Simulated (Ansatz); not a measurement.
Relaxed-ion elastic tensor of InGaAs2 in space group P-4m2 (No. 115; In on 1d, Ga on 1b, As on 2g) in GPa (Voigt order), the program Ansatz at the PBEsol level (PAW); density 5.48 g/cm³, 25.34 Å³ per atom.

|  | 1 | 2 | 3 | 4 | 5 | 6 |
|---|---|---|---|---|---|---|
| 1 | 111 | 25.5 | 46.6 | 0.0 | 0.0 | 0.0 |
| 2 | 25.5 | 111 | 46.6 | 0.0 | 0.0 | 0.0 |
| 3 | 46.6 | 46.6 | 92.5 | 0.0 | 0.0 | 0.0 |
| 4 | 0.0 | 0.0 | 0.0 | 42.7 | 0.0 | 0.0 |
| 5 | 0.0 | 0.0 | 0.0 | 0.0 | 42.7 | 0.0 |
| 6 | 0.0 | 0.0 | 0.0 | 0.0 | 0.0 | 22.1 |

Problem. Is the crystal mechanically stable?

Solution. Yes: the smallest eigenvalue of C is 22.1 GPa.

Problem. Work out the Voigt, Reuss and Hill averages.

Solution. K_V = 61.3, K_R = 61.3, K_H = 61.3; G_V = 34.5, G_R = 31.2, G_H = 32.9 GPa.

Problem. Give Young's modulus, Poisson's ratio, Pugh's ratio and the universal anisotropy index.

Solution. E = 9KG/(3K + G) = 83.7 GPa; ν = 0.27; K/G = 1.86 (ductile by the Pugh limit of 1.75); A_U = 5G_V/G_R + K_V/K_R − 6 = 0.53.

Problem. Estimate the sound speeds and the Debye temperature.

Solution. v_l = √((K + 4G/3)/ρ) = 4380 m/s, v_t = √(G/ρ) = 2450 m/s, mean 2730 m/s; Θ = (h/k)(3n/4πV)^(1/3) v_m = 276 K.

Problem. Solve the Christoffel equation for the three sound speeds along x, y, z.

Solution. Eigenvalues of C_ijkl n_j n_l equal ρv². In km/s, slowest first: x 2.01, 2.79, 4.50; y 2.01, 2.79, 4.50; z 2.79, 2.79, 4.11.

Problem. How much does each axis shrink under pressure?

Solution. Linear compressibilities β_i = Σ_j S_ij (j = 1 to 3): x 5.6, y 5.6, z 5.2 per TPa.

The workflow started from a Materials Project entry (that database holds measured and hypothetical structures alike); the Crystallography Open Database copy checked does not list it. With In and Ga taken as one species the cell has the higher symmetry F-43m, so it may be an ordered model of a mixed-site phase. Whether it is the stable phase at ambient conditions was not checked. The cell was relaxed with PBEsol under the symmetry of its start; its stability against distortions is not shown here. As this level gives no gap, shear constants depend on the k-mesh and smearing (Fermi–Dirac, 0.1 eV here).

Potentials: the later of the program's two PAW sets.
